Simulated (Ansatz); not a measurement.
CsCuF₄:
```
CsCuF4
1.0
   -3.10092     3.10092     6.13255
    3.10092    -3.10092     6.13255
    3.10092     3.10092    -6.13255
Cs Cu F
2 2 8
Direct
  0.75000   0.75000   0.00000
  0.25000   0.25000   0.00000
  0.50000   0.00000   0.50000
  0.00000   0.50000   0.50000
  0.45895   0.24201   0.50000
  0.54105   0.75799   0.50000
  0.74201   0.95895   0.50000
  0.25799   0.04105   0.50000
  0.24201   0.74201   0.78306
  0.75799   0.25799   0.21694
  0.95895   0.45895   0.21694
  0.04105   0.54105   0.78306
```

Relaxed with r²SCAN. Special points in fractions of this cell's reciprocal vectors: Γ (0.000, 0.000, 0.000); X (0.000, 0.000, 0.500); P (0.250, 0.250, 0.250); N (0.000, 0.500, 0.000); M (0.500, 0.500, -0.500); S (0.314, 0.686, -0.314); S0 (-0.314, 0.314, 0.314); R (-0.128, 0.128, 0.500); G (0.500, 0.500, -0.128).

List the band energies nearest the valence-band maximum at these points for plane-wave PAW r²SCAN with spin–orbit coupling (Ansatz code).

In eV from the valence-band maximum; about four levels below and three above (degenerate sets whole), none deeper than 8.9 eV; points with the same levels are listed once.

```csv
k,below,above
Γ,-0.09 -0.09 -0.01 -0.01,2.20 2.20 2.23 2.23
X,-0.07 -0.07 0.00 0.00,2.05 2.05 2.17 2.17
P,-0.07 -0.07 -0.07 -0.07,2.11 2.11 2.11 2.11
N,-0.09 -0.09 -0.09 -0.09,2.14 2.14 2.14 2.14
M,-0.09 -0.09 -0.04 -0.04,2.10 2.10 2.11 2.11
S,-0.11 -0.11 -0.03 -0.03,2.10 2.10 2.14 2.14
R,-0.08 -0.08 -0.02 -0.02,2.06 2.06 2.16 2.16
```

Space group I4/mcm. The workflow started from a Materials Project entry (that database holds measured and hypothetical structures alike); the Crystallography Open Database copy checked does not list it. Whether it is the stable phase at ambient conditions was not checked. The cell was relaxed with r²SCAN under the symmetry of its start; whether a distortion lowers the energy is not shown. No spin polarisation was allowed. No Hubbard U is applied.

Potentials: the later of the program's two PAW sets.
